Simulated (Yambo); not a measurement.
Yambo run on CO₂ (space group P4_12_12, No. 92). The wavefunctions come from this Quantum ESPRESSO step (PBEsol, PseudoDojo standard norm-conserving files, scalar-relativistic):

```
&CONTROL
  calculation = 'nscf'
  pseudo_dir = './pseudo'
  outdir = './out'
/
&SYSTEM
  ibrav = 0
  nat = 12
  ntyp = 2
  ecutwfc = 84.0
  ecutrho = 336.0
  occupations = 'fixed'
  force_symmorphic = .true.
  nbnd = 268
/
&ELECTRONS
  conv_thr = 1.2000000000000002e-08
  diago_full_acc = .true.
  diago_thr_init = 1e-08
/
ATOMIC_SPECIES
C 12.0110 C.upf
O 15.9990 O.upf
CELL_PARAMETERS angstrom
  5.069310000000   0.000000000000   0.000000000000
  0.000000000000   5.069310000000   0.000000000000
  0.000000000000   0.000000000000   7.232030000000
ATOMIC_POSITIONS crystal
C   0.988790000000   0.011210000000   0.750000000000
C   0.488790000000   0.488790000000   0.000000000000
C   0.011210000000   0.988790000000   0.250000000000
C   0.511210000000   0.511210000000   0.500000000000
O   0.674990000000   0.347610000000   0.492670000000
O   0.152390000000   0.174990000000   0.742670000000
O   0.325010000000   0.652390000000   0.992670000000
O   0.847610000000   0.825010000000   0.242670000000
O   0.174990000000   0.152390000000   0.257330000000
O   0.652390000000   0.325010000000   0.007330000000
O   0.825010000000   0.847610000000   0.757330000000
O   0.347610000000   0.674990000000   0.507330000000
K_POINTS automatic
2 2 2 0 0 0
```

Yambo input:

```
rim_cut
gw0
dyson
el_el_corr
HF_and_locXC
ppa
em1d
RandQpts= 1000000
RandGvec= 1 Ry
EXXRLvcs= 84 Ry
VXCRLvcs= 336 Ry
Chimod= "HARTREE"
% BndsRnXp
 1 | 267 |
%
NGsBlkXp= 7 Ry
% LongDrXp
 1.0 | 1.0 | 1.0 |
%
PPAPntXp= 27.2114 eV
% GbndRnge
 1 | 267 |
%
GTermKind= "BG"
DysSolver= "n"
ExtendOut
% QPkrange
 1 | 1 | 32 | 33 |
 3 | 3 | 32 | 33 |
 4 | 4 | 32 | 33 |
 5 | 5 | 32 | 33 |
 6 | 6 | 32 | 33 |
%
```

k points by index: 1 = Γ, 3 = X, 4 = R, 5 = M, 6 = A.

Resulting energies as the program prints them:

```
#    K-point    Band    Eo [eV]    E [eV]    E-Eo [eV]    Vxc [eV]    Vnlxc [eV]    Sc|Eo [eV]    Sc|E [eV]    dSc/dw|Eo [eV]    Re(Z)    Im(Z)
#
    1    32    0.000000    -2.238951    -2.238951    -19.80600    -25.13667    2.652364    3.091722    -5.339606    0.835961    -0.901462E-3
    1    33    6.433136    7.976222    1.543086    -9.848109    -5.317124    -2.804408    -2.987899    -3.235634    0.893729    -0.624791E-3
    3    32    -0.243569    -2.526188    -2.282619    -19.50780    -24.88862    2.651374    3.098201    -5.326447    0.836299    -0.001069
    3    33    7.615255    10.79134    3.176086    -16.07146    -10.12534    -2.255434    -2.770037    -4.408832    0.860569    -0.754172E-3
    4    32    -0.252931    -2.550890    -2.297959    -19.41152    -24.81498    2.657462    3.105506    -5.305348    0.836842    -0.902399E-3
    4    33    7.861629    11.11102    3.249395    -16.22625    -10.09770    -2.347219    -2.879156    -4.454504    0.859327    -0.824983E-3
    5    32    -0.233201    -2.529064    -2.295864    -19.48941    -24.90661    2.672205    3.121339    -5.323092    0.836385    -0.913265E-3
    5    33    7.525334    10.56932    3.043989    -15.40778    -9.538676    -2.346909    -2.825111    -4.274743    0.864233    -0.745053E-3
    6    32    -0.265377    -2.575631    -2.310254    -19.42106    -24.86247    2.680229    3.131161    -5.311158    0.836692    -0.779791E-3
    6    33    7.823385    10.91452    3.091139    -15.56807    -9.551539    -2.438181    -2.925392    -4.288819    0.863847    -0.927193E-3
```
(The two width columns are left out.) Convergence of these settings isn't established.

Geometry of the Materials Project entry, not relaxed at this level.

The structure is a Materials Project entry; no match was found in the copy of COD used, and its stability was not checked.

The distance between layers or molecules is the database entry's, not relaxed here. Functionals without dispersion can leave it too large, which widens gaps and weakens the response across layers: the numbers belong to this cell.
